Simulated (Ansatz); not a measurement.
This run works on a proposed trial structure, not on a known crystal.

Input and command of a plane-wave DFT calculation in Ansatz:

```yaml
crystal:
  lattice:
    - [6.6773057101, 0.0, 0.0]
    - [0.0, 6.6773057101, 0.0]
    - [0.0, 0.0, 3.2585431802]
  atoms:
    - { symbol: Ti, position: [0.0, 0.0, 0.0] }
    - { symbol: Ta, position: [0.7489818423, 0.2510181577, 0.5] }
    - { symbol: Ta, position: [0.5, 0.5, 0.0] }
    - { symbol: Ta, position: [0.2510181577, 0.2510181577, 0.5] }
    - { symbol: Ta, position: [0.0, 0.5, 0.0] }
    - { symbol: Ta, position: [0.5, 0.0, 0.0] }
    - { symbol: Ta, position: [0.2510181577, 0.7489818423, 0.5] }
    - { symbol: Ta, position: [0.7489818423, 0.7489818423, 0.5] }
basis:
  ecutwfc: 420
kpoints:
  mp_grid: { grid: [6, 6, 10] }
hamiltonian:
  xc: pbe
scf:
  occupations: { method: gaussian, width: 0.1 }
output:
  forces: true
  stress: true
  eigenvalues: true
  write_density: true
  write_potential: true
  elf: true
  volumetric_format: npy
relax:
  adjacent_minimum: "off"
  f_tol: 0.01
  max_steps: 80
  cell: { stress_tol: 0.05 }
```

```bash
ansatz run input.yaml --threads 1 --pin off --max-ram 2560MiB --backend cpu --events-out ev --progress --plain --runs-dir out
```

Processor: AMD EPYC 7R43 64-Core Processor (Zen 3), 1 thread, on a host shared with other jobs.

**Question.** Estimate time, memory and problem size.

**Answer.** About 2.6 min, peak memory 0.71 GiB. It solves 62 bands at 60 k points (after reduction by symmetry) with about 2875 plane waves (on the last cell), in 38 SCF iterations over 6 ionic steps.
